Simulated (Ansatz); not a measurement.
ZnCu (CsCl type)

```
ZnCu
1.0
    5.81657     0.00000     0.00000
    0.00000     2.90828     0.00000
    0.00000     0.00000     2.90828
Zn Cu
2 2
Direct
  0.00000   0.00000   0.00000
  0.50000   0.00000   0.00000
  0.25000   0.50000   0.50000
  0.75000   0.50000   0.50000
```

In this cell atom 3 (Cu, nearest neighbour Zn at 2.519 Å; its periodic images, 2.9 Å or more away, move with it) is moved by s along Cartesian [111], unit vector (0.577, 0.577, 0.577); all other atoms and the cell stay fixed.

Computed with PBEsol (plane waves to 420 eV, PAW, scalar-relativistic; Ansatz, a quantum-chemistry and plane-wave program). k mesh 7×13×13 (Γ-centred), Fermi-Dirac smearing 0.05 eV. The energy includes the smearing's −TS. Left out: 2 of 11 points, with atoms too close for the PAW data. With partly filled bands, energies and forces of such displacements shift with the k mesh and the smearing. ZnCu is run without spin polarisation. ZnCu was relaxed with its symmetry unable to fall. ΔE is measured from the undisplaced structure. The last digit holds for this mesh only.

| s (Å) | ΔE (meV/cell) |
|---|---|
| -0.608 | 1634.0 |
| -0.456 | 744.0 |
| -0.304 | withheld |
| -0.152 | 64.4 |
| 0.000 | 0.0 |
| 0.152 | 64.4 |
| 0.304 | withheld |
| 0.456 | 744.0 |
| 0.608 | 1634.0 |

Problem. Fit an even polynomial form (powers 2, 4, 6) to the given rows and predict ΔE at s = 0.304.

Solution. Least squares on the 7 given rows: ΔE = (2701)·s² + (3658)·s⁴ + (2684)·s⁶, in meV/cell with s in Å; root-mean-square residual 0.06 meV/cell. At 0.304 the fit gives 283.0 meV/cell; the calculation gives 283.1 meV/cell, so the interpolation is off by -0.1 (-0.0 %). The quadratic term alone would give 249.6 meV/cell.

(For displaced atoms, the force is minus the slope of the energy, and its curvature is a force constant, which sets phonon frequencies.)
